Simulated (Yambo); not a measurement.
Absorption of MgLa2NiO6 (space group R-3, No. 148) with and without the electron-hole interaction (Yambo, PBEsol bands; 4×4×4 mesh, 16 valence and 8 conduction bands, static screening with 85 bands and a 3 Ry block, scissor 1.12 eV, Tamm-Dancoff; field along x). Axes are Cartesian, with cell vectors (Å) (2.76, 1.60, 4.39), (-2.76, 1.60, 4.39), (0.00, -3.19, 4.39).

| E (eV) | Im ε, BSE | Im ε, independent quasiparticles |
|---|---|---|
| 0.25 | 0.07 | 0.08 |
| 0.35 | 0.08 | 0.08 |
| 0.45 | 0.09 | 0.09 |
| 0.55 | 0.09 | 0.09 |
| 0.65 | 0.10 | 0.10 |
| 0.75 | 0.11 | 0.11 |
| 0.85 | 0.12 | 0.12 |
| 0.95 | 0.13 | 0.13 |
| 1.05 | 0.15 | 0.14 |
| 1.15 | 0.16 | 0.15 |
| 1.25 | 0.19 | 0.17 |
| 1.35 | 0.21 | 0.19 |
| 1.45 | 0.24 | 0.21 |
| 1.55 | 0.29 | 0.24 |
| 1.65 | 0.34 | 0.27 |
| 1.75 | 0.42 | 0.31 |
| 1.85 | 0.54 | 0.36 |
| 1.95 | 0.73 | 0.43 |
| 2.05 | 1.04 | 0.53 |
| 2.15 | 1.63 | 0.67 |
| 2.25 | 2.62 | 0.89 |
| 2.35 | 3.85 | 1.27 |
| 2.45 | 4.72 | 1.94 |
| 2.55 | 5.31 | 2.96 |
| 2.65 | 5.66 | 4.19 |
| 2.75 | 5.36 | 5.13 |
| 2.85 | 4.86 | 6.18 |
| 2.95 | 4.58 | 7.54 |
| 3.05 | 4.17 | 8.28 |
| 3.15 | 3.76 | 8.04 |
| 3.25 | 3.49 | 7.15 |
| 3.35 | 3.33 | 6.35 |
| 3.45 | 3.30 | 6.23 |
| 3.55 | 3.26 | 6.45 |
| 3.65 | 2.94 | 6.31 |
| 3.75 | 2.48 | 5.81 |
| 3.85 | 2.30 | 5.05 |
| 3.95 | 2.29 | 4.08 |
| 4.05 | 2.12 | 3.64 |
| 4.15 | 1.94 | 3.47 |
| 4.25 | 1.94 | 3.06 |
| 4.35 | 1.87 | 2.73 |
| 4.45 | 1.62 | 2.73 |
| 4.55 | 1.46 | 2.61 |
| 4.65 | 1.41 | 2.17 |
| 4.75 | 1.45 | 1.82 |
| 4.85 | 1.52 | 1.72 |
| 4.95 | 1.62 | 1.72 |
| 5.05 | 1.98 | 1.79 |
| 5.15 | 2.47 | 1.86 |
| 5.25 | 3.20 | 2.21 |
| 5.35 | 3.72 | 2.71 |
| 5.45 | 3.61 | 3.10 |
| 5.55 | 3.66 | 3.52 |
| 5.65 | 3.81 | 3.93 |
| 5.75 | 3.80 | 4.45 |
| 5.85 | 3.72 | 4.98 |
| 5.95 | 3.59 | 5.15 |

The scissor comes from a G0W0 run whose convergence isn't established. Broadening 0.15 eV. The band window holds all transitions up to 6.0 eV. Fine structure above the onset can come from the mesh.

The 3d shell has no Hubbard U; the runs are without spin polarisation, and magnetic order was not tried. The 4f states are in the valence at their DFT position.

Geometry of the Materials Project entry, not relaxed at this level; primitive cell a = b = c = 5.427 Å, α = β = γ = 61.21°.

The structure is a Materials Project entry; no match was found in the copy of COD used, and its stability was not checked.
